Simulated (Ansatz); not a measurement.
## SnO: stationary points along a deformation path

Method: DFT PBEsol, scalar-relativistic, plane waves, PAW in Ansatz 0.2.0. The runs took a 420 eV cutoff, a Γ-centred 14×14×12 mesh and Gaussian smearing (0.15 eV). No spin polarisation. Energies are free energies at this smearing, counted from the undisturbed cell; pressure is positive in compression.

The starting cell (as given, not relaxed at this level; it stands at -0.1 GPa):

```
Sn O
1.0
     3.80200    0.00000    0.00000
     0.00000    3.80200    0.00000
     0.00000    0.00000    4.83600
Sn O
2 2
Direct
  0.00000 0.50000 0.23850
  0.50000 0.00000 0.76150
  0.00000 0.00000 0.00000
  0.50000 0.50000 0.00000
```

At fixed volume and fractional coordinates, lengths along (0.000, 0.000, 1.000) are scaled against those across it; ρ is that ratio over its starting value. V = 17.476 Å³/atom. Δσ is the stress along the axis less the mean stress across it (compression positive).

```
    ρ  ΔE (meV/atom)  Δσ (GPa) space group
0.850           55.6      8.89       P4/nmm
0.920           14.7      5.07       P4/nmm
0.960            3.0      2.42       P4/nmm
1.000            0.0     -0.45       P4/nmm
1.050            8.3     -4.33       P4/nmm
1.100           29.9     -8.53       P4/nmm
1.200          112.1    -17.75       P4/nmm
```

How does the stress give the slope of the energy, and where is the energy stationary?

Along the path d ln(length) is 2/3 d ln ρ on the axis and −1/3 d ln ρ across it, so dE/d ln ρ = −(2/3) V Δσ: the energy falls with ρ where Δσ is positive. Δσ vanishes or changes sign between ρ = 0.960 and 1.000, a minimum (near 0.99 by linear interpolation). Pairs of stationary points between two samples would go unseen, and could change a minimum read from distant neighbours into a maximum.

Integrate that slope from ρ = 1 to 1.200 by the trapezoid rule.

With V/N in Å³ and 1 eV/Å³ = 160.2 GPa the slopes at ρ = 1.000, 1.050, 1.100, 1.200 are 33, 315, 620, 1291 meV/atom per unit of ln ρ. The steps add 8.5 + 21.7 + 83.1 = 113.4 meV/atom, against 112.1 from the energies; the trapezoid rule misses the curvature of the slope within each step.

Forces appear on the atoms along this scan, and letting them relax would lower the energy and soften the response. The gap closes along the scan, which can put kinks into the curve.